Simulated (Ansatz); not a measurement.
Two states of Gd

```xyz
2
Lattice="3.6375 0.0000 0.0000 -1.8188 3.1502 0.0000 0.0000 0.0000 5.8096" Properties=species:S:1:pos:R:3 pbc="T T T"
Gd    0.0000    2.1001    1.4524
Gd    1.8187    1.0501    4.3572
```

Level: PBE; 420 eV; 7×7×4 Γ-centred mesh; fermi-dirac occupations (width 0.1 eV); Ansatz 0.2.0, fixed geometry.

State A: Gd1 down, Gd2 up (collinear spin). State B: Gd1 up, Gd2 up (collinear spin).

Q: Compare the two self-consistent states.

A: State A is lower by 6.0 meV an atom at zero smearing. So small a gap isn't resolved on this mesh where a state is a metal.

```json
{"state": "A", "free energy (meV/atom)": "0.0", "largest moment in a small sphere (μB)": "7.23", "net moment (μB/cell)": "0.00", "gap on mesh (eV)": "metal", "pressure (GPa)": "-0.1", "largest force (eV/Å)": "0.00"}
{"state": "B", "free energy (meV/atom)": "5.8", "largest moment in a small sphere (μB)": "7.33", "net moment (μB/cell)": "15.21", "gap on mesh (eV)": "metal", "pressure (GPa)": "0.5", "largest force (eV/Å)": "0.00"}
```

Origin: a database entry at a rescaled volume. Caveats: f shells without a U or exact exchange are poorly placed.
